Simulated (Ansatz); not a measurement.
Pd:
```
Pd
1.0
    0.00000     2.86815     2.86815
    2.86815     0.00000     2.86815
    2.86815     2.86815     0.00000
Pd
2
Cartesian
  0.00000   0.00000   0.00000
  1.43407   1.43407   1.43407
```

This is the r²SCAN-relaxed structure.

Q: All from the program Ansatz at the r²SCAN level (PAW), unless another level is named. Estimate the density of states at the Fermi level.

A: 4.2 states/eV per atom (mean over ±0.08 eV).

Q: Give the gap with spin–orbit coupling.

A: none (metallic).

Space group Fd-3m (diamond). The start of the workflow was typed in or built on a structure type; neither database checked (COD, Materials Project) lists it. It is not the phase usual at ambient conditions (space group No. 225). The r²SCAN relaxation kept the symmetry of its start. At this level the phase is mechanically unstable. The run is not spin-polarised. Spin–orbit coupling is left out wherever it is not named.

Potentials: the later of the program's two PAW sets.
